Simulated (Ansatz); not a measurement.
An Ansatz (a program for electronic structure) run. Input:

Ansatz 0.2 input:
```yaml
crystal:
  lattice:
    - [2.9687228414, 0.0, 0.0]
    - [-1.4843614207, 2.5709893975, 0.0]
    - [0.0, 0.0, 5.4686350308]
  atoms:
    - { symbol: Cd, position: [0.3333333333, 0.6666666667, 0.75] }
    - { symbol: Cd, position: [0.6666666667, 0.3333333333, 0.25] }
kpoints:
  mp_grid: { grid: [33, 33, 16] }
hamiltonian:
  xc: pbesol
  pseudopotentials: { kind: paw }
scf:
  occupations: { method: fermi_dirac, width: 0.1 }
elastic: { mode: relaxed_ion, stencil: two_point, amplitude: 0.005, f_tol: 0.0005 }
```

Output (shortened):

```
Pseudopotential: Cd, paw, valence charge 20
Functional definition: PBEsol
Crystal: 2 atoms, lattice volume = 41.740 Å³
Basis set: ecut = 420 eV, 799 PW (Γ), exchange–correlation on 40×40×80 points (8 copies of the dense FFT grid, shifted against one another)
Bands: 24, of which v1, the nominal top of the filled ones, is band 20 counted from 1 (19 counted from 0)
Symmetry: 24 space group operations
Space group: P63/mmc (ITA 194), of the structure as read, at distance tolerance 3.5e-5 Å
k-points: 972 of 17424
SCF 1 converged in 10 iterations: F = -16368.128745 eV  dr2 = 4.03e-14
Crystal: 2 atoms, lattice volume = 41.531 Å³
Symmetry: 8 space group operations
k-points: 2601 of 17424
SCF 2 converged in 11 iterations: F = -16368.128369 eV  dr2 = 5.39e-15
relax step   1: F+E_penalty+E_count = -16368.12836854 eV  Δ(F+E_penalty+E_count) = +0.000e0 eV  max|allowed force component| = 2.459e-3 eV/Å  Δτ_max = 0.0000 Å  (11 SCF iters, accepted)
Crystal: 2 atoms, lattice volume = 41.531 Å³
SCF 3 converged in 8 iterations: F = -16368.128376 eV  dr2 = 1.22e-14
relax step   2: F+E_penalty+E_count = -16368.12837627 eV  Δ(F+E_penalty+E_count) = -7.739e-6 eV  max|allowed force component| = 8.883e-4 eV/Å  Δτ_max = 0.0023 Å  (8 SCF iters, accepted)
Crystal: 2 atoms, lattice volume = 41.531 Å³
SCF 4 converged in 8 iterations: F = -16368.128377 eV  dr2 = 6.03e-15
relax step   3: F+E_penalty+E_count = -16368.12837745 eV  Δ(F+E_penalty+E_count) = -1.171e-6 eV  max|allowed force component| = 7.523e-6 eV/Å  Δτ_max = 0.0013 Å  (8 SCF iters, accepted)
Crystal: 2 atoms, lattice volume = 41.531 Å³
SCF 5 converged in 4 iterations: F = -16368.128377 eV  dr2 = 3.99e-14
Crystal: 2 atoms, lattice volume = 41.948 Å³
Basis set: ecut = 420 eV, 807 PW (Γ), exchange–correlation on 40×40×80 points (8 copies of the dense FFT grid, shifted against one another)
SCF 6 converged in 11 iterations: F = -16368.128403 eV  dr2 = 6.34e-15
relax step   1: F+E_penalty+E_count = -16368.12840296 eV  Δ(F+E_penalty+E_count) = +0.000e0 eV  max|allowed force component| = 2.597e-3 eV/Å  Δτ_max = 0.0000 Å  (11 SCF iters, accepted)
Crystal: 2 atoms, lattice volume = 41.948 Å³
SCF 7 converged in 8 iterations: F = -16368.128413 eV  dr2 = 3.19e-14
relax step   2: F+E_penalty+E_count = -16368.12841297 eV  Δ(F+E_penalty+E_count) = -1.002e-5 eV  max|allowed force component| = 9.905e-6 eV/Å  Δτ_max = 0.0039 Å  (8 SCF iters, accepted)
Crystal: 2 atoms, lattice volume = 41.948 Å³
SCF 8 converged in 4 iterations: F = -16368.128413 eV  dr2 = 1.43e-14
Crystal: 2 atoms, lattice volume = 41.531 Å³
SCF 9 converged in 9 iterations: F = -16368.128064 eV  dr2 = 5.02e-15
Crystal: 2 atoms, lattice volume = 41.948 Å³
SCF 10 converged in 6 iterations: F = -16368.129048 eV  dr2 = 2.80e-14
Crystal: 2 atoms, lattice volume = 41.739 Å³
Basis set: ecut = 420 eV, 803 PW (Γ), exchange–correlation on 40×40×80 points (8 copies of the dense FFT grid, shifted against one another)
Symmetry: 4 space group operations
k-points: 4505 of 17424
SCF 11 converged in 10 iterations: F = -16368.128696 eV  dr2 = 1.52e-14
relax step   1: F+E_penalty+E_count = -16368.12869600 eV  Δ(F+E_penalty+E_count) = +0.000e0 eV  max|allowed force component| = 1.094e-4 eV/Å  Δτ_max = 0.0000 Å  (10 SCF iters, accepted)
Crystal: 2 atoms, lattice volume = 41.739 Å³
SCF 12 converged in 4 iterations: F = -16368.128696 eV  dr2 = 3.58e-14
Crystal: 2 atoms, lattice volume = 41.739 Å³
SCF 13 converged in 10 iterations: F = -16368.128696 eV  dr2 = 1.50e-14
relax step   1: F+E_penalty+E_count = -16368.12869600 eV  Δ(F+E_penalty+E_count) = +0.000e0 eV  max|allowed force component| = 1.094e-4 eV/Å  Δτ_max = 0.0000 Å  (10 SCF iters, accepted)
Crystal: 2 atoms, lattice volume = 41.739 Å³
SCF 14 converged in 4 iterations: F = -16368.128696 eV  dr2 = 3.60e-14
SCF converged after 10 iterations
Free energy (F): -16368.128745 eV
Harris-Foulkes:  -16368.128745 eV  (|F-HF|=0.00e0)
Internal energy: -16368.111672 eV  (E = F + TS)
E sigma→0 (E₀):  -16368.120208 eV
Entropy (-TS):   -0.017073 eV (-8.537 meV/atom)
Fermi energy:    15.209080 eV
--- Per-component energies (eV) ---
  E_band       = -769.654510
  E_kinetic    = 1009.992370
  E_local      = -5755.924051  (includes V_loc(G=0)·N_el)
  E_nonlocal   = 70.271388
  E_hartree    = 2712.299121
  E_xc         = -352.115371
  E_vxc        = -443.693649  (∫ρ·V_xc dr)
  E_paw        = -8024.911894  (= ΣΔE_a)
  E_vpaw       = -1074.898833  (= ΣTr[D̂ρ^β])
  E_aug_tail   = 0.000026  (compensation charges beyond the density's cutoff)
  E_ewald      = -6028.407180
  E_core_change = 0.683919  (= ΣΔE_core)
  E_smearing   = -0.017073  (= −TS)
  E_closure    =  0.000000  (closes the sum)
  Σ components = -16368.128745   (vs F -16368.128745, Δ=0.00e0)
--- Forces (eV/Å), atoms counted from 1 ---
  atom   1  Cd     0.00000000     0.00000000     0.00000000
  atom   2  Cd     0.00000000     0.00000000     0.00000000
  max |Σ_I F_I| component: 2.78e-17 eV/Å
--- Stress (GPa, compression-positive) ---
        0.003158       0.000000       0.000000
        0.000000       0.003158       0.000000
        0.000000       0.000000       0.376068
  P = ⅓ Tr σ = 0.1275 GPa (1.275 kbar)
--- Band table (eV; the first three rows and the last of 972) ---
  k-point 0: bands = ["-87.8390", "-87.8374", "-48.9304", "-48.9048", "-48.8903", "-48.8903", "-48.8873", "-48.8873", "5.2194", "5.5420", "5.9076", "5.9076", "5.9705", "5.9705", "6.0374", "6.4287", "6.4287", "6.7363", "6.7363", "12.0264", "12.4195", …
  k-point 1: bands = ["-87.8389", "-87.8374", "-48.9302", "-48.9050", "-48.8903", "-48.8903", "-48.8874", "-48.8874", "5.2225", "5.5390", "5.9071", "5.9071", "5.9691", "5.9691", "6.0622", "6.4328", "6.4328", "6.7342", "6.7342", "11.4716", "13.0140", …
  k-point 2: bands = ["-87.8389", "-87.8374", "-48.9295", "-48.9058", "-48.8902", "-48.8902", "-48.8875", "-48.8875", "5.2315", "5.5302", "5.9058", "5.9058", "5.9650", "5.9650", "6.1366", "6.4447", "6.4447", "6.7278", "6.7278", "10.7995", "13.8056", …
  k-point 971: bands = ["-87.8333", "-87.8333", "-48.9298", "-48.9298", "-48.9277", "-48.9277", "-48.9089", "-48.9089", "5.6815", "5.6815", "5.8903", "5.8903", "6.1106", "6.1106", "6.2418", "6.2418", "6.7285", "6.7285", "16.0881", "16.0881", "16.6770", …
--- Elastic constants: 3 strain directions × 2 members + reference (group order 24) ---
  dense FFT box of the reference and of every strained cell: 20×20×40
  strains applied: 11, 33, 23; error gains …
  C = ∂σ_k/∂η_j (tension-positive GPa; Voigt order 11 22 33 23 13 12):
       107.318     50.950     45.458      0.000      0.000      0.000
        50.950    107.318     45.458      0.000      0.000      0.000
        45.763     45.763     57.922      0.000      0.000      0.000
         0.000      0.000      0.000     14.811      0.000      0.000
         0.000      0.000      0.000      0.000     14.811      0.000
         0.000      0.000      0.000      0.000      0.000     28.184
  reference stress σ⁰ (GPa):     -0.003     -0.003     -0.376      0.000      0.000      0.000
  moduli (Voigt/Reuss/Hill, GPa): K = 61.88/54.61/58.25   G = 20.25/17.85/19.05   E = 51.53   ν = 0.353
  mechanically stable: yes (min eigenvalue of sym C = 14.81 GPa)
  strain η (Voigt 11):  stress-route row diagonal C_11 = 107.32 GPa, energy-path curvature d²(F+E_count+ΔE)/dδ²/Ω₀ = 107.22 GPa
         δ    σ_11 (GPa)             F (eV)   n_scf  n_hpsi   n_pw
    -5.000e-3      -0.5694      -16368.1283774       4  845680    837   relax 3 steps, max|allowed force component| 7.52e-6 eV/Å
     5.000e-3       0.5037      -16368.1284130       4  867401    847   relax 2 steps, max|allowed force component| 9.91e-6 eV/Å
  strain η (Voigt 33):  stress-route row diagonal C_33 = 57.92 GPa, energy-path curvature d²(F+E_count+ΔE)/dδ²/Ω₀ = 57.94 GPa
         δ    σ_33 (GPa)             F (eV)   n_scf  n_hpsi   n_pw
    -5.000e-3      -0.6695      -16368.1280636       9  478841    843   relax 0 steps, max|allowed force component| 1.48e-16 eV/Å
     5.000e-3      -0.0903      -16368.1290477       6  351048    855   relax 0 steps, max|allowed force component| 1.06e-16 eV/Å
  strain η (Voigt 23):  stress-route row diagonal C_44 = 14.81 GPa, energy-path curvature d²(F+E_count+ΔE)/dδ²/Ω₀ = 14.90 GPa
         δ    σ_23 (GPa)             F (eV)   n_scf  n_hpsi   n_pw
    -5.000e-3      -0.0741      -16368.1286960       4  1485753    847   relax 1 steps, max|allowed force component| 1.09e-4 eV/Å
     5.000e-3       0.0741      -16368.1286960       4  1485761    847   relax 1 steps, max|allowed force component| 1.09e-4 eV/Å
```

Cost: about 22 core-minutes (a rough figure) on shared cores.

Space group P6_3/mmc (hcp (Mg type)). Symmetry was held in the PBEsol relaxation. As this level gives no gap, shear constants depend on the k-mesh and smearing (Fermi–Dirac, 0.1 eV here). Axis ratios of metals converge slowly with the k-mesh, so a and c are less sure than the volume. On the denser mesh and wider smearing of the elastic run this cell carries a stress of 0.4 GPa. Scalar-relativistic: spin–orbit coupling is off unless named, which matters more the heavier the elements.

Potentials: the later of the program's two PAW sets.

Ansatz is a plane-wave DFT program.
